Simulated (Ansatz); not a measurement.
The cell is COD entry 9009019, as deposited and not checked against the literature; nothing was relaxed. The listed cell was then made from it by scaling, straining or moving an atom.

Sn₂Ir: DFT, LDA, PAW with Ansatz's default frozen-core files, scalar-relativistic (Ansatz 0.2.0). What sets it apart from a plain run of this crystal: volume scaled by 0.94.

Command: `ansatz run input.yaml --threads 1 --pin off --max-ram 4096MiB --backend cpu --events-out ev --progress --plain --runs-dir out` The run took 6 s on 1 thread of Arm Neoverse V1, with other jobs on the host, peak memory 0.42 GiB.

```yaml
crystal:
  lattice:
    - [0.0, 3.1043083785, 3.1043083785]
    - [3.1043083785, 0.0, 3.1043083785]
    - [3.1043083785, 3.1043083785, 0.0]
  atoms:
    - { symbol: Sn, position: [0.25, 0.25, 0.25] }
    - { symbol: Sn, position: [0.75, 0.75, 0.75] }
    - { symbol: Ir, position: [0.0, 0.0, 0.0] }
kpoints:
  mp_grid: { grid: [10, 10, 10] }
scf:
  occupations: { method: fermi_dirac, width: 0.03 }
hamiltonian:
  xc: lda
  pseudopotentials: { kind: paw }
output:
  forces: true
  stress: true
  eigenvalues: true
  efg: { contact_densities: true }
```

Output (standing set-up lines are left out):

```
Crystal: 3 atoms, lattice volume = 59.831 Å³
Basis set: ecut = 420 eV, 1211 PW (Γ)
Space group: Fm-3m (ITA 225), of the structure as read, at distance tolerance 3.9e-5 Å
SCF iter   1: F=—  HF=-23423.300353 eV  |F-HF|=—  |Δ(HF+E_count)|=         —  Δρ=8.36e-3  dr2=1.80e-2  ethr=1.77e-3  ⟨swp⟩=6.3  Hψ=5523  notcnv=0
preconditioner: auto → LDOS  [metal: Δε(μ)=0.084 eV  Ē_g=17.255 eV  σ=0.030 eV  W_gap=0.47  n_scr=14 (ndim 8)  ℏωp=29.2 eV  f_vac=0.033  D(μ)=1.74/eV (n_scr^D=14)  β→1.0]
SCF iter   2: F=—  HF=-23423.297227 eV  |F-HF|=—  |Δ(HF+E_count)|=   3.13e-3  Δρ=3.24e-3  dr2=4.50e-3  ethr=3.99e-5  ⟨swp⟩=2.0  Hψ=2712  notcnv=0  defer=14
SCF iter   3: F=—  HF=-23423.294343 eV  |F-HF|=—  |Δ(HF+E_count)|=   2.88e-3  Δρ=7.43e-4  dr2=1.72e-4  ethr=1.00e-5  ⟨swp⟩=2.0  Hψ=2322  notcnv=0  defer=14
SCF iter   4: F=—  HF=-23423.294268 eV  |F-HF|=—  |Δ(HF+E_count)|=   7.46e-5  Δρ=1.10e-4  dr2=3.26e-6  ethr=3.83e-7  ⟨swp⟩=2.0  Hψ=1844  notcnv=0  defer=14
SCF iter   5: F=—  HF=-23423.294268 eV  |F-HF|=—  |Δ(HF+E_count)|=   6.19e-7  Δρ=9.65e-6  dr2=3.91e-8  ethr=7.25e-9  ⟨swp⟩=2.0  Hψ=1798  notcnv=0  defer=14
SCF iter   6: F=-23423.294268 eV  HF=-23423.294268 eV  |F-HF|=8.73e-10  |Δ(HF+E_count)|=   6.42e-9  Δρ=1.05e-6  dr2=9.95e-10  ethr=8.68e-11  ⟨swp⟩=3.7  Hψ=4502  notcnv=0
SCF 1 converged in 6 iterations: F = -23423.294268 eV  dr2 = 9.95e-10
  greatest PAW one-centre occupation: 1.000 electrons in one spin orbital (limit 2), on the Ir atom at site 2 (counted from 0), in its partial waves of l = 0
SCF converged after 6 iterations
Free energy (F): -23423.294268 eV
Harris-Foulkes:  -23423.294268 eV  (|F-HF|=8.73e-10)
Internal energy: -23423.289419 eV  (E = F + TS)
E sigma→0 (E₀):  -23423.291844 eV
Entropy (-TS):   -0.004848 eV (-1.616 meV/atom)
Fermi energy:    15.700134 eV
--- Per-component energies (eV) ---
  E_band       = -266.147621
  E_kinetic    = 1010.504464
  E_local      = -3123.449973  (includes V_loc(G=0)·N_el)
  E_nonlocal   = 26.894151
  E_hartree    = 1640.460148
  E_xc         = -1027.056437
  E_vxc        = -501.015874  (∫ρ·V_xc dr)
  E_paw        = -16950.437605  (= ΣΔE_a)
  E_vpaw       = -960.000757  (= ΣTr[D̂ρ^β])
  E_aug_tail   = 0.000048  (compensation charges beyond the density's cutoff)
  E_ewald      = -5001.465614
  E_core_change = 1.261399  (= ΣΔE_core)
  E_smearing   = -0.004848  (= −TS)
  E_closure    = 0.000000  (closes the sum)
  Σ components = -23423.294268   (vs F -23423.294268, Δ=0.00e0)
--- Forces (eV/Å), atoms counted from 1 ---
  atom   1  Sn    -0.00000000     0.00000000     0.00000000
  atom   2  Sn    -0.00000000     0.00000000     0.00000000
  atom   3  Ir    -0.00000000     0.00000000    -0.00000000
  max |Σ_I F_I| component: 4.63e-17 eV/Å
--- Stress (GPa, compression-positive) ---
        6.986417       0.000000       0.000000
       -0.000000       6.986417       0.000000
       -0.000000      -0.000000       6.986417
  P = ⅓ Tr σ = 6.9864 GPa (69.864 kbar)
--- PAW observables at the nuclei: V_zz in 10²¹ V/m², potentials from the cell's mean, atoms counted from 1 ---
  atom   1  Sn V_zz =    -0.000000   η = 0.0000   by run symmetry: forbidden
            electrostatic potential = -8180.870540 V   contact ρ = 1231426.916267 e/Å³
  atom   2  Sn V_zz =    -0.000000   η = 0.0000   by run symmetry: forbidden
            electrostatic potential = -8180.870540 V   contact ρ = 1231426.916267 e/Å³
  atom   3  Ir V_zz =    +0.000000   η = 0.0000   by run symmetry: forbidden
            electrostatic potential = -15787.880646 V   contact ρ = 11123762.929443 e/Å³
--- Band table (eV; the first three rows and the last of 47) ---
  k-point 0: bands = ["-75.9974", "-32.8859", "-32.8859", "-32.8859", "-5.8446", "-5.8446", "-5.6977", "-5.6977", "-5.6977", "-5.5023", "-5.5023", "-5.5023", "-5.3379", "-5.3379", "3.5745", "10.9437", "10.9437", "10.9437", "13.3732", "13.3732", "13.6378", "19.4998", "19.4998", "19.4998", "19.8893", "19.8893", "19.8893"]
  k-point 1: bands = ["-75.9974", "-32.8861", "-32.8859", "-32.8859", "-5.8324", "-5.8324", "-5.6974", "-5.6928", "-5.6928", "-5.5068", "-5.5068", "-5.5046", "-5.3509", "-5.3509", "3.7061", "10.4855", "11.0127", "11.0127", "13.3196", "13.3196", "14.1633", "17.7455", "18.7758", "18.7758", "19.7151", "19.9838", "19.9838"]
  k-point 2: bands = ["-75.9974", "-32.8865", "-32.8859", "-32.8859", "-5.7971", "-5.7971", "-5.6932", "-5.6788", "-5.6788", "-5.5200", "-5.5200", "-5.5143", "-5.3883", "-5.3883", "4.0942", "9.6138", "11.1953", "11.1953", "13.2128", "13.2128", "14.9417", "16.0601", "17.7722", "17.7722", "19.1882", "20.0399", "20.0399"]
  k-point 46: bands = ["-75.9974", "-32.8874", "-32.8869", "-32.8862", "-5.7510", "-5.7107", "-5.6995", "-5.6412", "-5.5962", "-5.5911", "-5.5656", "-5.5219", "-5.4912", "-5.4300", "7.4909", "7.8596", "9.5171", "10.6660", "12.9296", "13.0177", "13.0213", "13.4931", "14.7364", "18.5733", "20.2793", "20.6925", "22.5793"]
```

Spin polarisation is left out, and whether a magnetic state lies lower isn't shown here.
